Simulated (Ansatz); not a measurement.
Values for one crystal, relaxed and computed with DFT-PBE in the program Ansatz with PAW potentials; other levels are named.

* **Volume per atom**: 9.59 Å³
* **Electronic character**: metallic (no gap)
* **Pressure derivative B′**: 3.3
* **Density of states at the Fermi level**: 0.41 states/eV per atom (mean over ±0.08 eV)
* **Bulk modulus (Birch–Murnaghan fit)**: 258 GPa
* **Formation energy from the elements (no fitted shifts)**: -0.053 eV/atom
* **Gap with spin–orbit coupling**: none (metallic)

Q: Pick the material that matches.
A) ScIr3C, anti-perovskite
B) Re2B, P6_3/mmc (B on 2c, Re on 2a, Re on 2d)
C) B2Ir, P6_3/mmc (Ir on 2c, B on 4f)
D) Hf2SiN, P6_3/mmc (Si on 2d, Hf on 4f, N on 2a)

A: C, B2Ir, P6_3/mmc (Ir on 2c, B on 4f)

The start of the workflow was typed in or built on a structure type; neither database checked (COD, Materials Project) lists it. Its standing as an ambient phase is unchecked. The PBE relaxation kept the symmetry of its start; its stability against distortions is not shown here. The run is not spin-polarised. The references are the lowest solids computed at this level, not always the standard phases. Spin–orbit coupling is left out wherever it is not named.

Potentials: the earlier of the program's two PAW sets.
